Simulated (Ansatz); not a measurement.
Start of a relaxation of Zr3TiC4:

```yaml
crystal:
  lattice:
    - [3.45117, 0.00000, 0.00000]
    - [0.00000, 4.88069, 0.00000]
    - [0.00000, 0.00000, 6.90233]
  atoms:
    - { symbol: Zr, position: [0.00000, 0.00000, 0.75000] }
    - { symbol: Zr, position: [0.00000, 0.00000, 0.25000] }
    - { symbol: Zr, position: [0.50000, 0.50000, 0.00000] }
    - { symbol: Ti, position: [0.50000, 0.50000, 0.50000] }
    - { symbol: C, position: [0.00000, 0.50000, 0.25000] }
    - { symbol: C, position: [0.00000, 0.50000, 0.75000] }
    - { symbol: C, position: [0.50000, 0.00000, 0.00000] }
    - { symbol: C, position: [0.50000, 0.00000, 0.50000] }
```

Level of theory: DFT PBE, scalar-relativistic, plane waves, PAW in Ansatz. Cutoff 420 eV, Gaussian smearing, Γ-centred meshes. Cell and atoms relax first on a coarse mesh and then on a finer one. In between, the cell is made exact in the group found at 0.06 Å. In metals the finer mesh still leaves noise of several meV/atom or more. The steps can't lower the symmetry of their start. No spin polarisation in the relaxation; trial moments died out in a coarse test.

A guess keeps its type if space group and coordination stay and the shape of the cell changes little (axis ratios within about 15 %, angles within 6°); the volume may change.

Question: Does this structure survive the relaxation?

Answer: It keeps its type. The symmetry stays Pmmm (No. 47). The volume per atom shrinks by 14.8 %, from 14.5 to 12.4 Å³. The shortest distance goes from 2.44 Å (Ti–C and Zr–C) to 2.26 Å (Ti–C). Counting neighbours within 15 % of an atom's shortest distance, the start has C 6, Ti 6, Zr 6 and the end C 6, Ti 6, Zr 6.

The last run used a 12×8×6 mesh (in the run's order of axes) for its 8-atom cell and Gaussian smearing of 0.10 eV. Symmetry constrained the relaxation, so the result can be a saddle point.
